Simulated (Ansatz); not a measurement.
TiHSe2:
```cif
data_HSe2Ti
_chemical_formula_sum 'Se2 Ti1 H1'
_space_group_name_H-M_alt 'P3m1'
_space_group_IT_number 156
_space_group_name_Hall 'P 3 -2"'
_cell_length_a 3.58195
_cell_length_b 3.58195
_cell_length_c 6.16638
_cell_angle_alpha 90.000
_cell_angle_beta 90.000
_cell_angle_gamma 120.000
loop_
_atom_site_label
_atom_site_type_symbol
_atom_site_symmetry_multiplicity
_atom_site_Wyckoff_symbol
_atom_site_fract_x
_atom_site_fract_y
_atom_site_fract_z
_atom_site_occupancy
Se1 Se 1 c 0.66667 0.33333 0.99631 1
Ti1 Ti 1 a 0.00000 0.00000 0.23954 1
Se2 Se 1 b 0.33333 0.66667 0.48370 1
H1 H 1 b 0.33333 0.66667 0.72845 1
```

Relaxed with PBE+D3(BJ).

Q: Decompose the optical modes at the zone centre into irreducible representations, and say which are infrared and Raman allowed.

A: Point group 3m: Γ_opt = 3A1 + 3E. Infrared: A1, E. Raman: A1, E.

Q: Assign frequencies (DFPT, PBE+D3(BJ) in the plane-wave PAW code Ansatz).

A: E 135, E 192, A1 198, E 220, A1 329, A1 1969 cm⁻¹.

The cell is a constructed one: a structure type filled with these elements; neither database checked (COD, Materials Project) lists it. Whether it is the stable phase at ambient conditions was not checked. The PBE+D3(BJ) relaxation kept the symmetry of its start; of distortions, only those at the zone centre were tested. No spin polarisation was allowed. With an odd number of electrons in the cell and no spin polarisation, the count alone makes it a metal. As this level gives no gap, phonon frequencies hold no LO–TO term and depend on the k-mesh and smearing (Fermi–Dirac, 0.1 eV here).

Potentials: the later of the program's two PAW sets.
